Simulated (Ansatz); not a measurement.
The relaxed structure here is a generated cell of Fe2Si: the first start was made by placing the elements on the sites of a structure type, and the end was not matched to a known phase here, so it may be hypothetical.

The start is a generated cell, Fe2Si built in the Cu2Sb structure type. The structure is fully relaxed (lattice and positions, P = 0) with r2SCAN (plane waves to 500 eV, PAW, scalar-relativistic; Ansatz, a first-principles code). The first steps use a coarse 7×7×5 k-mesh.

Starting cell:
```
Fe2Si
1.0
    3.51546     0.00000     0.00000
    0.00000     3.51546     0.00000
    0.00000     0.00000     5.36405
Fe Si
4 2
Direct
  0.00000   0.00000   0.00000
  0.50000   0.50000   0.00000
  0.50000   0.00000   0.27000
  0.00000   0.50000   0.73000
  0.50000   0.00000   0.70000
  0.00000   0.50000   0.30000
```
Spin-polarised start, with parallel moments on Fe.

Question: How large is the pressure on the unrelaxed cell, and of which sign?

Answer: +27 GPa (positive: the cell is compressed).

Question: What is the largest force in the starting geometry, and on which atom (counted from 1)?

Answer: About 2.3 eV/Å, on Fe3, Fe4 (atoms numbered as listed).

Question: By how much does the energy per atom fall from start to end?

Answer: 0.32 eV/atom.

Question: How does the volume change?

Answer: +6.0 %, from 11.05 to 11.72 Å³/atom.

Question: What magnetic moments remain?

Answer: Net 1.31 μB/atom, ferromagnetic.

Question: Give the final cell and atomic positions.

Answer: 
```cif
data_Fe4Si2
_chemical_formula_sum 'Fe4 Si2'
_space_group_name_H-M_alt 'P4/nmm :1'
_space_group_IT_number 129
_space_group_name_Hall 'P 4ab 2ab -1ab'
_cell_length_a 3.38396
_cell_length_b 3.38396
_cell_length_c 6.13885
_cell_angle_alpha 90.000
_cell_angle_beta 90.000
_cell_angle_gamma 90.000
loop_
_space_group_symop_operation_xyz
  'x, y, z'
  '-y+1/2, x+1/2, z'
  '-x, -y, z'
  'y+1/2, -x+1/2, z'
  'x+1/2, -y+1/2, -z'
  '-y, -x, -z'
  '-x+1/2, y+1/2, -z'
  'y, x, -z'
  '-x+1/2, -y+1/2, -z'
  'y, -x, -z'
  'x+1/2, y+1/2, -z'
  '-y, x, -z'
  '-x, y, z'
  'y+1/2, x+1/2, z'
  'x, -y, z'
  '-y+1/2, -x+1/2, z'
loop_
_atom_site_label
_atom_site_type_symbol
_atom_site_symmetry_multiplicity
_atom_site_Wyckoff_symbol
_atom_site_fract_x
_atom_site_fract_y
_atom_site_fract_z
_atom_site_occupancy
Fe1 Fe 2 a 0.00000 0.00000 0.00000 1
Fe2 Fe 2 c 0.50000 0.00000 0.35360 1
Si1 Si 2 c 0.00000 0.50000 0.27570 1
```

The space group stays P4/nmm (No. 129) (the run could not lower it), with 6 atoms in the primitive magnetic cell. Final values are on a 14×14×8 k-mesh of the relaxed cell. Spin state reached: ferromagnetic (net 1.31 μB/atom), from parallel starting moments; other spin orders were not run from this start. r2SCAN tends to overstate moments in metals.

The run could not lose the symmetry of its start: the end is stationary, and may be a saddle point rather than a minimum.
